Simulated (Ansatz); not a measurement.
# Pt (fcc, Cu type): scan of one atom of the cell

Starting cell, Pt (fcc, Cu type):

```yaml
crystal:
  lattice:
    - [3.97027, 0.00000, 0.00000]
    - [0.00000, 3.97027, 0.00000]
    - [0.00000, 0.00000, 3.97027]
  atoms:
    - { symbol: Pt, position: [0.00000, 0.00000, 0.00000] }
    - { symbol: Pt, position: [0.50000, 0.50000, 0.00000] }
    - { symbol: Pt, position: [0.50000, 0.00000, 0.50000] }
    - { symbol: Pt, position: [0.00000, 0.50000, 0.50000] }
```

In each cell atom 1 (Pt, nearest neighbour Pt at 2.807 Å; its periodic images, 4.0 Å or more away, move with it) moves by s·(0.577, 0.577, 0.577) (along Cartesian [111]), the rest being held.

All values below come from PBE (plane waves to 420 eV, PAW, scalar-relativistic; Ansatz, a program for electronic structure). k mesh 10×10×10 (Γ-centred), Fermi-Dirac smearing 0.05 eV. E stands for the smeared free energy. Stress and pressure are positive under compression. With partly filled bands, energies and forces of such displacements shift with the k mesh and the smearing. F∥ is the force on the atom along that direction. Pt is run without spin polarisation. Pt was relaxed with its symmetry unable to fall. Spin-orbit coupling is left out, though Pt is heavy. The zero of ΔE is the undisplaced structure.

```csv
s (Å),ΔE (eV/cell),P (GPa),F∥ (eV/Å)
-0.840,6.156,58.1,20.647
-0.672,3.363,34.4,13.028
-0.504,1.644,18.0,7.752
-0.336,0.663,7.7,4.188
-0.168,0.160,1.9,1.921
0.000,0.000,0.0,0.000
0.168,0.160,1.9,-1.921
0.336,0.663,7.7,-4.188
0.504,1.644,18.0,-7.752
0.672,3.363,34.4,-13.028
0.840,6.156,58.1,-20.647
```

Read from the data:

| Item | Value |
|---|---|
| Energy at s = 0.840 Å | 6156 meV/cell |
| Force along the line at s = -0.840 Å | 20.6 eV/Å |
| Symmetry of the curve | even: the same for both signs |
| Shape of the curve | a single well with its minimum at or next to zero displacement |
| Force constant k = d²E/ds² at s = 0 (finite differences) | 11.1 eV/Å² |
| Harmonic estimate at the end of the scan | ½ks² = 3914 meV/cell against the computed 6156 meV/cell, so the well is stiffer than harmonic there |

(For displaced atoms, the force is minus the slope of the energy, and its curvature is a force constant, which sets phonon frequencies.)
